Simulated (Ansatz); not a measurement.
Relaxation of a generated cell, MnSi placed in the FeSi structure type; 8 atoms in the cell, which starts as P2₁3 (No. 198), cP8; a = 4.580 Å, b = 4.580 Å, c = 4.580 Å, α = 90.00°, β = 90.00°, γ = 90.00°. Method: PBE (plane waves to 420 eV, PAW, scalar-relativistic; Ansatz, an electronic-structure program). Γ-centred k-mesh 5×5×5 on the run's cell (coarser than for final values), Fermi–Dirac smearing 0.05 eV. This is the first round of the run. Spin-polarised start, with parallel moments on Mn.

The optimiser's lines from the output (shortened; P is positive under compression):

```
relax step   1: F+E_penalty+E_count = -18142.19370664 eV  Δ(F+E_penalty+E_count) = +0.000e0 eV  max|allowed force component| = 1.615e-1 eV/Å  Δτ_max = 0.0000 Å  P = -7.905 GPa  Ω = 96.092 Å³  (14 SCF iters, dr2 threshold 1.00e-7 eV, accepted)
relax step   2: F+E_penalty+E_count = -18142.29780174 eV  Δ(F+E_penalty+E_count) = -1.041e-1 eV  max|allowed force component| = 9.072e-2 eV/Å  Δτ_max = 0.0115 Å  P = -2.486 GPa  Ω = 93.321 Å³  (9 SCF iters, dr2 threshold 8.00e-7 eV, accepted)
relax step   3: F+E_penalty+E_count = -18142.31209826 eV  Δ(F+E_penalty+E_count) = -1.430e-2 eV  max|allowed force component| = 4.678e-3 eV/Å  Δτ_max = 0.0104 Å  P = +0.246 GPa  Ω = 92.094 Å³  (9 SCF iters, dr2 threshold 8.00e-7 eV, accepted)
relax step   4: F+E_penalty+E_count = -18142.31203440 eV  Δ(F+E_penalty+E_count) = +6.385e-5 eV  max|allowed force component| = 9.131e-4 eV/Å  Δτ_max = 0.0002 Å  P = +0.002 GPa  Ω = 92.198 Å³  (8 SCF iters, dr2 threshold 1.51e-7 eV, accepted)
relax step   5: F+E_penalty+E_count = -18142.30693535 eV  Δ(F+E_penalty+E_count) = +5.099e-3 eV  max|allowed force component| = 9.633e-4 eV/Å  Δτ_max = 0.0000 Å  P = -0.012 GPa  Ω = 92.198 Å³  stress off target by 1.16e-2 GPa  SCF on the basis re-selected at this cell (its energy is not comparable with the rows above)  (10 SCF iters)
```

From the first to the last row the energy changes by -0.01 eV/atom and the volume by -4.1 %. The last row is marked as not comparable with the walk above it, whose basis was carried along; it does compare with step 1, since both stand on a basis selected at the nominal cutoff for their own cell.

Later rounds, restarted from the end of this one on a renewed k-mesh, logged 4 more steps and released under 0.01 eV/atom more. The final structure after all rounds: P2₁3 (No. 198), cP8, AFLOW prototype AB_cP8_198_a_a (B20, as in FeSi); a = 4.518 Å, b = 4.518 Å, c = 4.518 Å, α = 90.00°, β = 90.00°, γ = 90.00°. Between re-selections the logged energies stand on a plane-wave basis carried along with the cell. Spin state reached: ferromagnetic (net 0.49 μB/atom), from parallel starting moments; other spin orders were not run from this start.

The run could not lose the symmetry of its start.
